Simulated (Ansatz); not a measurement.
The elements of this relaxed trial crystal are hidden behind letters.

```
lattice vectors (Å)
   4.3618    0.0000    0.0000
  -2.1809    3.7775    0.0000
   0.0000    0.0000    5.0236
fractional positions
X 0.0000 0.0000 0.0000
X 0.3333 0.6667 0.6091
X 0.6667 0.3333 0.3909
Z 0.3333 0.6667 0.1105
Z 0.6667 0.3333 0.8895
```

Method: DFT PBE, scalar-relativistic, plane waves, PAW in Ansatz. Cutoff 420 eV, Γ-centred 12×12×8 mesh (5-atom cell), Gaussian smearing of 0.10 eV, no spin polarisation.

```
Space group                                : P-3m1 (No. 164)
Conventional cell                          : a = 4.362 Å, c = 5.024 Å
Volume per atom                            : 16.55 Å³
Density                                    : 9.07 g/cm³
Energy over the elements                   : +0.19 eV/atom
Gap on the 12×12×8 mesh of the 5-atom cell : 0 eV (a metal)
```

Energies are uncorrected and count from the elements' standard states at the same level.

Task: X is a p-block element of period 3 and Z is a d-block element of period 6. Which elements are they?

Result: X = Si, Z = W, so the formula is Si3W2. Density times volume gives a mean mass of 9.07 × 16.55/1.6605 = 90.4 u per atom, and this set has 90.4 u. Si on a site of symmetry -3m has 6 W at 2.58 Å and 6 Si at 3.19 Å; Si on a site of symmetry 3m has 2 W at 2.51–2.52 Å, 3 Si at 2.75 Å, 3 W at 2.89 Å and 3 Si at 3.19 Å; W has 5 Si at 2.51–2.58 Å, 3 W at 2.75 Å and 3 Si at 2.89 Å. Other sets within the hints have nearly the same mass, so mass alone doesn't settle it; this one was computed.

Spin–orbit coupling, which can matter for W, is left out. A structure relaxed within its symmetry needn't be a true minimum.
